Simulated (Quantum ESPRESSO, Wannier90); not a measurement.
# Wannierisation of ZrN (rock salt)

```xyz
2
Lattice="0.0000 2.2943 2.2943 2.2943 0.0000 2.2943 2.2943 2.2943 0.0000" Properties=species:S:1:pos:R:3 pbc="T T T"
Zr     2.2943     2.2943     2.2943
N      0.0000     0.0000     0.0000
```

Cell from Materials Project (mp-1352), symmetrised, no further relaxation. COD (Crystallography Open Database) has an entry of this formula and space group (matched by these alone). Method: PBEsol plane waves in Quantum ESPRESSO 7.5 (PseudoDojo norm-conserving files, 68 Ry, spinors with spin-orbit coupling), Bloch states on a 8×8×8 mesh through Γ, Wannier90 4.0.1. Density: 12×12×12 mesh, cold smearing 0.01 Ry.

A tight-binding model is made by disentanglement and projection with no localisation steps (num_iter = 0), so the 16 orbitals stay atom-like: hydrogen-like Zr: d; N: p, axes along x, y, z; frozen window up to 2.37 eV relative to the Fermi level. It follows pw.x to 5.0 meV rms for states up to 1.0 eV relative to the Fermi level. Matrix elements depend on this choice of orbitals and windows.

The 45 largest hoppings ⟨m,0|H|n,R⟩ between different sites (one of each Hermitian pair; signs follow the real orbitals' lobes; the list may end inside a set of equal values):

```
m                   n      R  distance of the centres (Å)  t (eV)  Im t (eV)
-----------  --------  -----  ---------------------------  ------  ---------
Zr1 dz2↑       N2 pz↑  0 0 1                         2.29  -2.323      0.000
Zr1 dz2↓       N2 pz↓  0 0 1                         2.29  -2.323      0.000
Zr1 dz2↑       N2 pz↑  1 1 0                         2.29   2.323      0.000
Zr1 dz2↓       N2 pz↓  1 1 0                         2.29   2.323      0.000
Zr1 dx2-y2↑    N2 py↑  0 1 0                         2.29   2.012      0.000
Zr1 dx2-y2↓    N2 py↓  0 1 0                         2.29   2.012      0.000
Zr1 dx2-y2↑    N2 px↑  0 1 1                         2.29   2.012      0.000
Zr1 dx2-y2↓    N2 px↓  0 1 1                         2.29   2.012      0.000
Zr1 dx2-y2↑    N2 px↑  1 0 0                         2.29  -2.012      0.000
Zr1 dx2-y2↓    N2 px↓  1 0 0                         2.29  -2.012      0.000
Zr1 dx2-y2↑    N2 py↑  1 0 1                         2.29  -2.012      0.000
Zr1 dx2-y2↓    N2 py↓  1 0 1                         2.29  -2.012      0.000
Zr1 dz2↑       N2 py↑  0 1 0                         2.29   1.161      0.000
Zr1 dz2↓       N2 py↓  0 1 0                         2.29   1.161      0.000
Zr1 dz2↑       N2 px↑  0 1 1                         2.29  -1.161      0.000
Zr1 dz2↓       N2 px↓  0 1 1                         2.29  -1.161      0.000
Zr1 dz2↑       N2 px↑  1 0 0                         2.29   1.161      0.000
Zr1 dz2↓       N2 px↓  1 0 0                         2.29   1.161      0.000
Zr1 dz2↑       N2 py↑  1 0 1                         2.29  -1.161      0.000
Zr1 dz2↓       N2 py↓  1 0 1                         2.29  -1.161      0.000
Zr1 dxz↑       N2 px↑  0 0 1                         2.29   1.102      0.000
Zr1 dxz↓       N2 px↓  0 0 1                         2.29   1.102      0.000
Zr1 dyz↑       N2 py↑  0 0 1                         2.29   1.102      0.000
Zr1 dyz↓       N2 py↓  0 0 1                         2.29   1.102      0.000
Zr1 dyz↑       N2 pz↑  0 1 0                         2.29   1.102      0.000
Zr1 dyz↓       N2 pz↓  0 1 0                         2.29   1.102      0.000
Zr1 dxy↑       N2 px↑  0 1 0                         2.29   1.102      0.000
Zr1 dxy↓       N2 px↓  0 1 0                         2.29   1.102      0.000
Zr1 dxz↑       N2 pz↑  0 1 1                         2.29  -1.102      0.000
Zr1 dxz↓       N2 pz↓  0 1 1                         2.29  -1.102      0.000
Zr1 dxy↑       N2 py↑  0 1 1                         2.29  -1.102      0.000
Zr1 dxy↓       N2 py↓  0 1 1                         2.29  -1.102      0.000
Zr1 dxz↑       N2 pz↑  1 0 0                         2.29   1.102      0.000
Zr1 dxz↓       N2 pz↓  1 0 0                         2.29   1.102      0.000
Zr1 dxy↑       N2 py↑  1 0 0                         2.29   1.102      0.000
Zr1 dxy↓       N2 py↓  1 0 0                         2.29   1.102      0.000
Zr1 dyz↑       N2 pz↑  1 0 1                         2.29  -1.102      0.000
Zr1 dyz↓       N2 pz↓  1 0 1                         2.29  -1.102      0.000
Zr1 dxy↑       N2 px↑  1 0 1                         2.29  -1.102      0.000
Zr1 dxy↓       N2 px↓  1 0 1                         2.29  -1.102      0.000
Zr1 dxz↑       N2 px↑  1 1 0                         2.29  -1.102      0.000
Zr1 dxz↓       N2 px↓  1 1 0                         2.29  -1.102      0.000
Zr1 dyz↑       N2 py↑  1 1 0                         2.29  -1.102      0.000
Zr1 dyz↓       N2 py↓  1 1 0                         2.29  -1.102      0.000
Zr1 dxy↑     Zr1 dxy↑  0 0 1                         3.24  -0.861      0.000
```
